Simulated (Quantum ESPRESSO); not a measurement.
One change at a time to GaInMo5Ru

Calculated results; nothing here was measured. They come from Quantum ESPRESSO 7.5, a public plane-wave density functional program. Each row is one single-point run on a made-up periodic cell of eight metal atoms, with elements, volume, strain and displacements drawn at random and not relaxed, so a cell may be unstable or far from any real phase. There is no spin polarisation or spin-orbit coupling.

Settings: PBE unless stated; PseudoDojo standard norm-conserving files; Fermi-Dirac width 0.25 eV, which means electrons at about 2900 K; cutoff 1143 eV; 5 x 5 x 5 k mesh shifted half a step off Gamma. E is the free energy of the whole cell (internal energy minus TS), so a -TS column is already part of it. Stress is positive in tension, and the pressure P is minus a third of its trace.

Checks: one run of this series was repeated at a higher cutoff and on a denser mesh, which moved values by no more than 0.004 eV, 0.06 GPa and 0.006 eV/Å, and a second program with other atomic files agreed on it to 2 % rms in force and 0.5 GPa in pressure. Known limits: a spin test at this wide smearing found no moment, but such smearing suppresses magnetism that the real alloy may have.

The lattice is face-centred cubic, and the cell vectors in Å are (0.000, 4.058, 4.058); (4.058, 0.000, 4.058); (4.058, 4.058, 0.000), a volume of 133.69 Å³ in run 1. The elements on sites 1 to 8 are Mo Ru Mo Mo Ga Mo Mo In. Each later run makes one change to run 1 and keeps the rest. E is counted from run 1, and is n/a where other atomic files have another zero of energy.

| run | change | V (Å³) | P (GPa) | -TS (eV) | rms force (eV/Å) | largest change of a force component (eV/Å) | E (eV) |
|---|---|---|---|---|---|---|---|
| 1 | none | 133.69 | -2.59 | -1.794 | 0.939 | 0.000 | 0.000 |
| 2 | sites 5 and 6 exchanged | 133.69 | -2.17 | -1.811 | 0.970 | 0.911 | 0.103 |
| 3 | all lengths scaled by -1.98 % | 125.90 | 9.93 | -1.667 | 1.178 | 0.461 | ? |
| 4 | LDA in place of PBE | 133.69 | -13.64 | -1.801 | 0.818 | 0.277 | n/a |
| 5 | V on site 8 | 133.69 | -12.11 | -2.023 | 0.746 | 1.001 | n/a |
| 6 | site 5 moved by -0.18 Å along y | 133.69 | -0.68 | -1.802 | 1.272 | 1.571 | 0.511 |

## Worked estimate

Along a uniform scaling dE = -P dV. The mean of the two pressures is 3.670 GPa and the volume changes by -7.79 Å³, with 160.2 GPa to one eV/Å³. The same two rows give -V dP/dV = 209 GPa for this cell with clamped atoms, which is not the bulk modulus of a real alloy.

## Withheld value

Question: what E should run 3 give?

The estimate is 0.178 eV. The calculation gave 0.163 eV. The mean of two end points misses the curvature of P, and the finite cutoff adds a little.
